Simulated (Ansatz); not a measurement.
In PBE in the plane-wave PAW code Ansatz, Si2Ni in the fluorite or antifluorite type structure (Fm-3m) relaxes to a = 5.445 Å. Ni has 8 nearest neighbours from 2.36 Å (cubic). Against the elements it lies at -0.35 eV/atom, with no fitted shifts.

Electronic character: metallic (no gap).

An equation-of-state fit gives a bulk modulus of 143 GPa.

The PBE relaxation kept the symmetry of its start. The run is not spin-polarised. The references are the lowest solids computed at this level, not always the standard phases.

Potentials: the earlier of the program's two PAW sets.
